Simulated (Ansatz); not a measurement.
An Ansatz input and the part of its output that reports the observables at the nuclei.

The cell is a computed structure from the Materials Project (it need not be an observed phase), taken as it stands.

```yaml
crystal:
  lattice:
    - [7.6045444358, 0.0, 0.0]
    - [-3.8022722179, 6.5857286656, 0.0]
    - [0.0, 0.0, 2.90519908]
  atoms:
    - { symbol: Si, position: [0.23108243, 0.82494615, 0.75] }
    - { symbol: Si, position: [0.40613628, 0.23108243, 0.25] }
    - { symbol: Si, position: [0.82494615, 0.59386372, 0.25] }
    - { symbol: Si, position: [0.17505385, 0.40613628, 0.75] }
    - { symbol: Si, position: [0.59386372, 0.76891757, 0.75] }
    - { symbol: Si, position: [0.76891757, 0.17505385, 0.25] }
    - { symbol: "N", position: [0.3333333333, 0.6666666667, 0.75] }
    - { symbol: "N", position: [0.6666666667, 0.3333333333, 0.25] }
    - { symbol: "N", position: [0.96919449, 0.6698534, 0.75] }
    - { symbol: "N", position: [0.29934109, 0.96919449, 0.25] }
    - { symbol: "N", position: [0.6698534, 0.70065891, 0.25] }
    - { symbol: "N", position: [0.3301466, 0.29934109, 0.75] }
    - { symbol: "N", position: [0.03080551, 0.3301466, 0.25] }
    - { symbol: "N", position: [0.70065891, 0.03080551, 0.75] }
kpoints:
  mp_grid: { grid: [4, 4, 10] }
scf:
  occupations: { method: fermi_dirac, width: 0.02 }
hamiltonian:
  xc: lda
  pseudopotentials: { kind: paw, frozen_core: stored }
output:
  forces: true
  stress: true
  populations: true
  efg: { quadrupole_moments_barn: { "N": 0.02044 } }
```

```sh
ansatz run input.yaml --threads 1 --pin off --max-ram 3072MiB --backend cpu --events-out ev --progress --plain --runs-dir out
```

Of the output, the block on the nuclei alone is shown; the set-up, the SCF iterations, energies, forces and stress are cut. One atom of each set with nearly equal values is shown.

```
--- PAW observables at the nuclei: V_zz in 10²¹ V/m², potentials from the cell's mean, atoms counted from 1 ---
  atom   1  Si V_zz =    +0.872614   η = 0.3264   by run symmetry: allowed
            electrostatic potential = -1360.166752 V   contact ρ = none
  atom   7  N  V_zz =    -4.886420   η = 0.0000   by run symmetry: allowed   C_q = -2.4150 MHz
            electrostatic potential = -516.211491 V   contact ρ = none
  atom   9  N  V_zz =    -4.922962   η = 0.0692   by run symmetry: allowed   C_q = -2.4331 MHz
            electrostatic potential = -515.809683 V   contact ρ = none
```

Hardware: 1 thread of Intel Xeon Platinum 8175M CPU @ 2.50GHz (Skylake/Cascade Lake) (x86_64; 8 cores open to the job, memory cap 3.0 GiB, no GPU), a shared host with a load of 0.3 a core. Wall time 13 s, CPU time 13 s, peak memory 0.48 GiB.
